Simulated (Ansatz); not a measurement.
**Question.** Name crystals whose computed values (plane-wave PAW LDA (Ansatz code)) fall in these windows: highest Γ mode, no LO–TO term (cm⁻¹) 390 to 510; Θ_D (K) 350 to 450; G_Hill (GPa) 45 to 57.

**Answer.** 

```csv
crystal,"highest Γ mode, no LO–TO term (cm⁻¹)",Θ_D (K),G_Hill (GPa)
"AlMo4S8, F-43m (Al on 4d, Mo on 16e, S on 16e, S on 16e)",470,402,48.4
"La2O3, La2O3 or Ni2Al3 type",447,354,48.6
"MoS2, P6_3/mmc (Mo on 2c, S on 4f)",475,376,45.1
```
Others may fit too.

Standing as an ambient phase not checked: AlMo4S8, F-43m (Al on 4d, Mo on 16e, S on 16e, S on 16e). Weakly bound layers, chains or molecules computed without a dispersion correction, so cells and soft constants are ill determined: MoS2, P6_3/mmc (Mo on 2c, S on 4f). All cells were relaxed under the symmetry of their starts (and spin orders); stability against distortions was not tested throughout. Rows with no word on spin ran without spin polarisation. Scalar-relativistic: spin–orbit coupling is off unless named, which matters more the heavier the elements.

Potentials: the later of the program's two PAW sets.
